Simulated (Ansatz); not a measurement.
Data:

AlNi:
```cif
data_AlNi
_chemical_formula_sum 'Al1 Ni1'
_space_group_name_H-M_alt 'P 1'
_space_group_IT_number 1
_cell_length_a 2.89322
_cell_length_b 2.89322
_cell_length_c 2.89322
_cell_angle_alpha 90.000
_cell_angle_beta 90.000
_cell_angle_gamma 90.000
loop_
_space_group_symop_operation_xyz
  'x, y, z'
loop_
_atom_site_label
_atom_site_type_symbol
_atom_site_fract_x
_atom_site_fract_y
_atom_site_fract_z
_atom_site_occupancy
Al1 Al 0.00000 0.00000 0.00000 1
Ni1 Ni 0.50000 0.50000 0.50000 1
```

This is the PBE-relaxed structure.

Q: All from the program Ansatz at the PBE level (PAW), unless another level is named. Estimate the density of states at the Fermi level.

A: 0.43 states/eV per atom (mean over ±0.08 eV).

Q: Give the formation energy from the elements (no fitted shifts).

A: -651 meV/atom.

Space group Pm-3m (CsCl type). The cell was relaxed with PBE under the symmetry of its start. The run is not spin-polarised. The references are the lowest solids computed at this level, not always the standard phases.

Potentials: the later of the program's two PAW sets.
